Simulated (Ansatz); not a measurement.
# Zr3S2: moving S off its site

Zr3S2, R32, a = 5.729 Å, c = 10.304 Å. The structure is a Materials Project entry; whether it is the stable form wasn't checked. Ansatz: PBEsol, PAW, 420 eV, Γ-centred 12×12×12 mesh on 5 atoms, Gaussian smearing 0.15 eV; no spin polarisation.

```yaml
crystal:
  lattice:
    - [2.86457, 1.65386, 3.43470]
    - [-2.86457, 1.65386, 3.43470]
    - [0.00000, -3.30772, 3.43470]
  atoms:
    - { symbol: Zr, position: [0.16184, 0.83816, 0.50000] }
    - { symbol: Zr, position: [0.50000, 0.16184, 0.83816] }
    - { symbol: Zr, position: [0.83816, 0.50000, 0.16184] }
    - { symbol: S, position: [0.33496, 0.33496, 0.33496] }
    - { symbol: S, position: [0.66504, 0.66504, 0.66504] }
```

Atom 4 (S) moves by x along the unit vector (0.361, -0.644, -0.675), with its periodic images; all else is held. y is the free energy of the cell over the start, F the force along the path summed over the moved atoms.

| x (Å) | y (meV) | F (eV/Å) |
| --- | --- | --- |
| -0.600 | 2091.7 | 7.48 |
| -0.360 | 710.4 | 4.10 |
| -0.120 | ? | ? |
| 0.000 | 0.0 | 0.00 |
| 0.240 | 352.1 | -3.18 |
| 0.480 | 1744.2 | -9.13 |

Question: Fit y = c2 x² + c3 x³ + c4 x⁴ to the energies of the other rows, give the force constant, and predict energy and force of the missing row.

Answer: Least squares on the rows shown. y = 5674.8 x² + 2079.2 x³ + 3852.9 x⁴. The force constant is 2 c2 = 11.3 eV/Å² (for all images moving together, not for a lone atom). The force −dy/dx at the missing row is 1.30 eV/Å (computed 1.28). At x = -0.120 the fit asked for gives 78.9 meV. The run gave 77.1 meV, so the fit is 1.8 meV too high, within the rms miss on the fitted rows (9.0 meV).